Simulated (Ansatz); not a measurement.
The end point of a relaxation of TePb. Computed with r2SCAN (plane waves to 500 eV, PAW, scalar-relativistic; Ansatz, an electronic-structure program).

```cif
data_Pb4Te4
_chemical_formula_sum 'Te4 Pb4'
_space_group_name_H-M_alt 'P 1'
_space_group_IT_number 1
_cell_length_a 8.37078
_cell_length_b 4.46267
_cell_length_c 7.76546
_cell_angle_alpha 90.000
_cell_angle_beta 90.000
_cell_angle_gamma 90.000
loop_
_space_group_symop_operation_xyz
  'x, y, z'
loop_
_atom_site_label
_atom_site_type_symbol
_atom_site_fract_x
_atom_site_fract_y
_atom_site_fract_z
_atom_site_occupancy
Te1 Te 0.49835 0.25000 0.75317 1
Te2 Te 0.99835 0.25000 0.74683 1
Te3 Te 0.50165 0.75000 0.24683 1
Te4 Te 0.00165 0.75000 0.25317 1
Pb1 Pb 0.79064 0.25000 0.08446 1
Pb2 Pb 0.29064 0.25000 0.41554 1
Pb3 Pb 0.20936 0.75000 0.91554 1
Pb4 Pb 0.70936 0.75000 0.58446 1
```

**Question.** Determine the symmetry and give the standard cell with its independent sites.

**Answer.** Space group Pnma (No. 62); a = 8.3708 Å, b = 4.4627 Å, c = 7.7655 Å, α = β = γ = 90.00°

```tsv
atom	site	symmetry	x	y	z
Te	4c	.m.	0.0016	0.7500	0.2532
Pb	4c	.m.	0.2906	0.2500	0.4155
```

This is the AFLOW prototype AB_oP8_62_c_c (B31, as in MnP).

**Question.** Give the shortest distances between elements (the closest pairs, up to four, under 3.6 Å).

**Answer.** Pb–Te 3.13 Å.

The volume per atom is 36.26 Å³ and the band gap is 0.72 eV, indirect (valence top at 33 % of the way from X to S, conduction bottom at Γ) (no spin-orbit coupling). The smallest direct gap is 0.90 eV at Γ.

No spin polarisation in the result. Without spin-orbit coupling the bands of the heavy element are not split, so the gap can be far off.

The run could not lose the symmetry of its start.

The first start was generated by placing the elements on the sites of a structure type. Materials Project lists a structure of TePb in the same space group, Pnma (No. 62); the sites were not compared with it, nor with measured phases. Known forms of TePb include space group No. 225.
